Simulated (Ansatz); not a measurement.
ZnGeO3:
```xyz
10
Lattice="2.4832 1.4337 4.6168 -2.4832 1.4337 4.6168 0.0000 -2.8674 4.6168" Properties=species:S:1:pos:R:3 pbc="T T T"
Zn     0.0000     0.0000     5.0902
Zn     0.0000     0.0000     8.7603
Ge     0.0000     0.0000     2.1658
Ge     0.0000     0.0000    11.6847
O      1.8330    -0.0644     5.8688
O     -1.8330     0.0644     7.9817
O     -0.9723    -1.5552     5.8688
O      0.9723     1.5552     7.9817
O     -0.8607     1.6196     5.8688
O      0.8607    -1.6196     7.9817
```

Plane-wave PAW r²SCAN (Ansatz code) gives a gap of 3.19 eV without spin–orbit coupling, maximum off the standard path, at k = (-0.062, 0.073, 0.250), minimum at Γ.

Task: What happens when spin–orbit coupling is switched on?

Result: The gap stays essentially unchanged, to 3.19 eV; maximum off the standard path, at k = (-0.062, 0.073, 0.250), minimum at Γ.

Task: Give the electron effective mass with spin–orbit coupling.

Result: 0.26 mₑ (isotropic).

Task: Give the hole effective mass with spin–orbit coupling.

Result: 1.4, 1.9, 5.5 mₑ (principal values).

Space group R-3. The workflow started from a Materials Project entry (that database holds measured and hypothetical structures alike); the Crystallography Open Database copy checked does not list it. Its standing as an ambient phase is unchecked. The r²SCAN relaxation kept the symmetry of its start; whether a distortion lowers the energy is not shown.

Potentials: the later of the program's two PAW sets.
